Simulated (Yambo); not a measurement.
One stored BSE kernel of dimension 2160 for PdCdF₆ (space group R-3, No. 148) (Yambo, PBEsol bands; 6×6×6 mesh, 5 valence and 2 conduction bands, static screening with 79 bands and a 3 Ry block, scissor 2.63 eV, Tamm-Dancoff; broadening 0.15 eV; field along x), solved in several ways.

```csv
solver,iterations,largest change of Im ε (% of its maximum),rough time
"Haydock, threshold 2 %",4,21,within a factor of two
"Haydock, threshold 0.5 %",4,21,within a factor of two
"Haydock, threshold 0.1 %",9,6.6,within a factor of two
"Haydock, threshold 0.005 %",21,0.3,1
"SLEPc, lowest 10 states",–,no full spectrum,within a factor of two
"SLEPc, lowest 60 states",–,no full spectrum,within a factor of two
full diagonalisation,–,reference,about 3×
```

Haydock gives the spectrum without eigenstates, SLEPc the lowest states alone, full diagonalisation everything at a cost that grows as the cube of the dimension. Times include reading the kernel. Times are rough ratios from shared machines. Mesh and scissor weren't tested; the rows compare only with each other.

Spin-orbit coupling is not included.

Geometry of the Materials Project entry, not relaxed at this level; primitive cell a = 5.648 Å, b = 5.648 Å, c = 5.648 Å, α = 53.19°, β = 53.19°, γ = 53.19°.
